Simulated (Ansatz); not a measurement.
**Relaxing a structure of TiB$_{2}$**

The start is a relaxed TiB2 cell, doubled along one cell vector, shaken by Gaussian noise of σ = 0.08 Å a coordinate. The cell and all atomic positions are relaxed at zero pressure with PBE (plane waves to 420 eV, PAW, scalar-relativistic; Ansatz, a program for electronic structure). The first steps use a coarse 7×4×9 k-mesh.

The start:
```
TiB2
1.0
   -1.69679     2.11665     2.35095
    3.39359    -4.23331     4.70191
    1.69679     2.11665    -2.35095
Ti B
2 4
Direct
  0.00659   0.01344   0.98044
  0.01125   0.51254   0.04909
  0.31593   0.40797   0.50551
  0.31685   0.90999   0.49588
  0.69595   0.11999   0.50058
  0.71563   0.59960   0.52467
```

### Question
How large is the pressure on the unrelaxed cell, and of which sign?

### Answer
-4 GPa (negative: the cell is under tension).

### Question
By how much does the energy per atom fall from start to end?

### Answer
1.50 eV/atom.

### Question
How does the volume per atom move from start to end?

### Answer
-24.5 %, from 11.26 to 8.50 Å³/atom.

### Question
How do the shortest distances between atoms change?

### Answer
The closest pairs of elements (up to four, under 3.6 Å), start → end: B–B 1.80 → 1.75 Å; B–Ti 2.13 → 2.35 Å; Ti–Ti 3.30 → 3.06 Å.

### Question
Write out the relaxed structure.

### Answer

```cif
data_B8Ti4
_chemical_formula_sum 'Ti4 B8'
_space_group_name_H-M_alt 'I41/amd :1'
_space_group_IT_number 141
_space_group_name_Hall 'I 4bw 2bw -1bw'
_cell_length_a 3.11088
_cell_length_b 3.11088
_cell_length_c 10.54142
_cell_angle_alpha 90.000
_cell_angle_beta 90.000
_cell_angle_gamma 90.000
loop_
_atom_site_label
_atom_site_type_symbol
_atom_site_symmetry_multiplicity
_atom_site_Wyckoff_symbol
_atom_site_fract_x
_atom_site_fract_y
_atom_site_fract_z
_atom_site_occupancy
Ti1 Ti 4 a 0.00000 0.00000 0.00000 1
B1 B 8 e 0.00000 0.00000 0.41697 1
```
(The calculation used a cell of 6 atoms; values per cell refer to that cell.)

Final values are on a 20×20×20 k-mesh of the relaxed cell. No spin polarisation in the result.

The relaxed structure here is a generated cell of TiB2: the first start was made by placing the elements on the sites of a structure type, and the end was not matched to a known phase here, so it may be hypothetical. Known forms of TiB2 include space group No. 191.
